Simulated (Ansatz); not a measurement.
Ag:
Space group Pm-3n (No. 223); a = b = c = 5.2844 Å, α = β = γ = 90.00°

```json
[
 {"atom": "Ag", "site": "2a", "symmetry": "m-3.", "x": "0.0000", "y": "0.0000", "z": "0.0000"},
 {"atom": "Ag", "site": "6c", "symmetry": "-4m.2", "x": "0.0000", "y": "0.5000", "z": "0.2500"}
]
```

This is the PBE-relaxed structure.

Task: All from DFT-PBE in the program Ansatz with PAW potentials, unless another level is named. Predict the density of states at the Fermi level.

Result: 0.29 states/eV per atom (mean over ±0.08 eV).

Task: And the gap with spin–orbit coupling?

Result: none (metallic).

The start of the workflow was typed in or built on a structure type; neither database checked (COD, Materials Project) lists it. It is not the phase usual at ambient conditions (space group No. 225). The PBE relaxation kept the symmetry of its start; its stability against distortions is not shown here. No spin polarisation was allowed. Spin–orbit coupling is left out wherever it is not named.

Potentials: the earlier of the program's two PAW sets.
